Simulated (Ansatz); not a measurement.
The relaxed structure here is a generated cell of TiAl3: the first start was made by placing the elements on the sites of a structure type, and the end was not matched to a known phase here, so it may be hypothetical. Known forms of TiAl3 include space group No. 139.

A relaxed cell of TiAl$_{3}$ (P6₃22 (No. 182)), relaxed on a k-mesh at least as fine as the one used below. Computed with PBEsol (plane waves to 420 eV, PAW, scalar-relativistic; Ansatz, a first-principles code). Γ-centred k-mesh 5×5×11 on the run's cell (coarser than for final values), Fermi–Dirac smearing 0.05 eV.

```yaml
crystal:
  lattice:
    - [7.48282, 0.00000, 0.00000]
    - [-3.74141, 6.48031, 0.00000]
    - [0.00000, 0.00000, 2.85959]
  atoms:
    - { symbol: Al, position: [0.31595, 0.00000, 0.00000] }
    - { symbol: Al, position: [0.31595, 0.31595, 0.50000] }
    - { symbol: Al, position: [0.00000, 0.31595, 0.00000] }
    - { symbol: Al, position: [0.68405, 0.00000, 0.50000] }
    - { symbol: Al, position: [0.68405, 0.68405, 0.00000] }
    - { symbol: Al, position: [0.00000, 0.68405, 0.50000] }
    - { symbol: Ti, position: [0.33333, 0.66667, 0.25000] }
    - { symbol: Ti, position: [0.66667, 0.33333, 0.75000] }
```

The atoms are displaced along an unstable phonon of this cell by (Å):

| atom | ux | uy | uz |
|---|---|---|---|
| Al1 | 0.056 | 0.000 | 0.000 |
| Al2 | -0.028 | -0.048 | 0.000 |
| Al3 | -0.028 | 0.048 | 0.000 |
| Al4 | 0.056 | 0.000 | 0.000 |
| Al5 | -0.028 | -0.048 | 0.000 |
| Al6 | -0.028 | 0.048 | 0.000 |
| Ti7 | 0.000 | 0.000 | 0.150 |
| Ti8 | 0.000 | 0.000 | -0.150 |

### Question
What forces (eV/Å) and pressure result?

### Answer
| atom | Fx | Fy | Fz |
|---|---|---|---|
| Al1 | 0.17 | 0.00 | 0.00 |
| Al2 | -0.07 | -0.13 | 0.00 |
| Al3 | -0.09 | 0.15 | 0.00 |
| Al4 | 0.15 | 0.00 | 0.00 |
| Al5 | -0.09 | -0.15 | 0.00 |
| Al6 | -0.07 | 0.13 | 0.00 |
| Ti7 | 0.00 | 0.00 | 0.63 |
| Ti8 | 0.00 | 0.00 | -0.63 |

Pressure -0.2 GPa.

The undisplaced cell is probably no minimum: from this displacement the run went on to P-62m (No. 189), 0.18 eV/atom below it.

No spin polarisation in the result. A magnetic state may lie lower.
